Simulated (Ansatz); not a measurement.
EuSi2Au2 in space group I4/mmm (No. 139; Si on 4e, Eu on 2a, Au on 4d), DFT-PBE in the program Ansatz with PAW potentials, all energies at zero smearing, with the estimated change up to a 700 eV cutoff added, with one set of potentials and settings (totals compare only within such a set). Cell of 5 atoms (2 Si, 1 Eu, 2 Au): -36339.604 eV.

| element | reference phase | E (eV/atom) |
|---|---|---|
| Si | Fd-3m, 2 atoms in the cell | -635.8096 |
| Eu | Cmcm, 2 atoms in the cell, spin-polarised | -8766.4964 |
| Au | Fm-3m, 1 atoms in the cell | -13149.3277 |

Formation energy per atom, worked out: (-36339.604 − 2×(-635.8096) − 1×(-8766.4964) − 2×(-13149.3277))/5 = -0.567 eV/atom (-55 kJ per mol of atoms), at 0 K, without zero-point energy or fitted corrections.

The workflow started from an entry of the Crystallography Open Database (COD). Its standing as an ambient phase is unchecked. The PBE relaxation kept the symmetry of its start; whether a distortion lowers the energy is not shown. Spin order of the final state: ferromagnetic, the only order run, not a proven ground state. The cell computed holds one magnetic atom, so no antiferromagnetic order was within reach. The 4f shell is in the valence, and the state reached may lie above the lowest one. No Hubbard U is applied. The references are the lowest solids computed at this level, not always the standard phases. Scalar-relativistic: spin–orbit coupling is off unless named, which matters more the heavier the elements.

Potentials: the later of the program's two PAW sets.
